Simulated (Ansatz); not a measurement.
Here is the system:

ZrGeSe:
```
CELL_PARAMETERS angstrom
      3.65712     0.00000     0.00000
      0.00000     3.65712     0.00000
      0.00000     0.00000     8.18639
ATOMIC_POSITIONS crystal
  Zr 0.00000 0.50000 0.73658
  Zr 0.50000 0.00000 0.26342
  Ge 0.00000 0.00000 0.00000
  Ge 0.50000 0.50000 0.00000
  Se 0.50000 0.00000 0.61994
  Se 0.00000 0.50000 0.38006
```

This is the LDA-relaxed structure.

Problem. All from LDA in the plane-wave PAW code Ansatz, unless another level is named. Estimate the electronic character.

Solution. metallic (no gap).

Problem. And the density of states at the Fermi level?

Solution. 0.09 states/eV per atom (mean over ±0.08 eV).

Problem. And the formation energy from the elements (no fitted shifts)?

Solution. -1.16 eV/atom.

Space group P4/nmm. The workflow started from a Materials Project entry (that database holds measured and hypothetical structures alike); the Crystallography Open Database files this formula in space group No. 129, but the cells were not matched. Its standing as an ambient phase is unchecked. The cell was relaxed with LDA under the symmetry of its start; its stability against distortions is not shown here. No spin polarisation was allowed. The references are the lowest solids computed at this level, not always the standard phases. Spin–orbit coupling is left out wherever it is not named.

Potentials: the later of the program's two PAW sets.
